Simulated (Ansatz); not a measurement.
**Structures of Fe₂B: which is lowest?**

Plane-wave DFT in Ansatz with scalar-relativistic PAW potentials, cutoff 500 eV, Γ-centred meshes chosen by cell and gap, Gaussian smearing with energies taken to zero width. Every cell was relaxed (cell and atoms) in a run of its own, within the symmetry of its start. Functional: r2SCAN.

Relaxed structures (starts from databases or built by putting these elements on another compound's sites):
A. I4/mcm, 6 atoms in the computed cell, a = 5.089 Å, c = 4.238 Å; sites (symmetry × multiplicity) Fe m.2m × 8, B 422 × 4; start: database
B. P4/mmm, 6 atoms in the computed cell, a = 3.477 Å, c = 2.557 Å; sites (symmetry × multiplicity) Fe mmm. × 2, B 4/mmm × 1; start: database

Rank them by energy. Could pressure change the order?

| structure | group | E − E(lowest) (meV/atom) | V (Å³/atom) | gap on mesh (eV) |
| --- | --- | --- | --- | --- |
| A | I4/mcm | 0.0 | 9.15 | 0.00 |
| B | P4/mmm | 356 | 10.30 | 0.00 |

A is lowest, 356 meV/atom under B. The lowest is also the densest of these, so pressure wouldn't bring one of the others in at first order. Other structures may lie lower than all of these, and vibrations aren't counted.

The state reached may not be the lowest one. Only parallel moments were tried here. Magnetic cells started from one order each; another order can shift an energy by tens of meV per atom.